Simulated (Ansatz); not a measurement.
# Pressure against volume in LiZnCl3

It was reached by relaxing an invented guess, and it needn't be the stable form of this composition.

All numbers below come from Ansatz, DFT PBE, scalar-relativistic, plane waves, PAW. Cutoff 420 eV, Γ-centred 6×6×6 mesh (5-atom cell), Gaussian smearing of 0.02 eV, no spin polarisation.

```yaml
crystal:
  lattice:
    - [4.89002, 0.00000, 0.00000]
    - [0.00000, 4.89002, 0.00000]
    - [0.00000, 0.00000, 4.89002]
  atoms:
    - { symbol: Li, position: [0.50000, 0.50000, 0.50000] }
    - { symbol: Zn, position: [0.00000, 0.00000, 0.00000] }
    - { symbol: Cl, position: [0.50000, 0.00000, 0.00000] }
    - { symbol: Cl, position: [0.00000, 0.50000, 0.00000] }
    - { symbol: Cl, position: [0.00000, 0.00000, 0.50000] }
```

The cell was set to several volumes, with shape and atoms relaxed at each where symmetry leaves them free. Pressure is positive in compression, and energies count from the lowest row.

| row | V (Å³/atom) | P (GPa) | ΔE (meV/atom) | gap on mesh (eV) |
| --- | --- | --- | --- | --- |
| 1 | 20.580 | 6.38 | 49.6 | 1.80 |
| 2 | 21.282 | 4.36 | 26.2 | 1.78 |
| 3 | 21.983 | ? | ? | ? |
| 4 | 22.685 | 1.21 | 2.6 | 1.72 |
| 5 | 23.386 | 0.00 | 0.0 | 1.62 |
| 6 | 24.088 | -1.02 | 2.3 | 1.53 |
| 7 | 24.790 | -1.89 | 8.7 | 1.43 |
| 8 | 25.725 | -2.83 | 22.6 | 1.31 |

Problem. Find B = −V·ΔP/ΔV from rows 4 and 6 and from rows 1 and 2, and from the two its slope B′ and its value B0 at zero pressure.

Solution. Rows 4 and 6 give −(22.685 + 24.088)/2 × (-1.02 − (1.21))/(24.088 − 22.685) = 37.2 GPa at a mean pressure of 0.09 GPa. Rows 1 and 2 give −(20.580 + 21.282)/2 × (4.36 − (6.38))/(21.282 − 20.580) = 60.2 GPa at a mean pressure of 5.37 GPa. So B′ = (60.2 − 37.2)/(5.37 − (0.09)) = 4.36 and B0 = 37.2 − 4.36 × (0.09) = 36.8 GPa. A third-order Birch–Murnaghan fit to all the energies gives B0 = 37.1 GPa and B′ = 4.6.

Problem. Estimate the pressure and energy of row 3.

Solution. From row 5, V0 = 23.386 × (1 + (0.00)/36.8) = 23.386 Å³/atom. Murnaghan's form P = (B0/B′)·[(V0/V)^B′ − 1] gives (36.8/4.36) × [(23.386/21.983)^4.36 − 1] = 2.61 GPa; the computed pressure is 2.65 GPa, so the estimate is off by -0.04 GPa. The work of compression from row 4, with the mean of the two pressures, gives ΔE = 2.6 + (2.61 + 1.21)/2 × (22.685 − 21.983)/160.2 × 1000 = 11.0 meV/atom (1 eV/Å³ = 160.2 GPa); the computed value is 11.0 meV/atom.

Problem. Fit the gap against pressure through the other rows and estimate it at the computed pressure of row 3.

Solution. Over the 7 rows the mean pressure is 0.8871 GPa and the mean gap is 1.599 eV. The sums of products of deviations are S_xx = 68.29 and S_xy = 3.428, so the slope is 3.428/68.29 = 0.0502 (r = 0.92, rms misfit 0.07 eV). At 2.65 GPa the line gives 1.599 + (0.0502) × (2.65 − 0.8871) = 1.69 eV. The computed value is 1.75 eV, so the line is off by -0.06 eV, no more than the largest miss among the fitted rows (0.10 eV). The rows follow a line poorly: the gap bends, or the lowest transition changes along the series.

Kohn–Sham gaps at this level usually fall short of measured ones. All volumes keep the k mesh of the relaxed cell. Symmetry constrained the relaxation, so the result can be a saddle point.
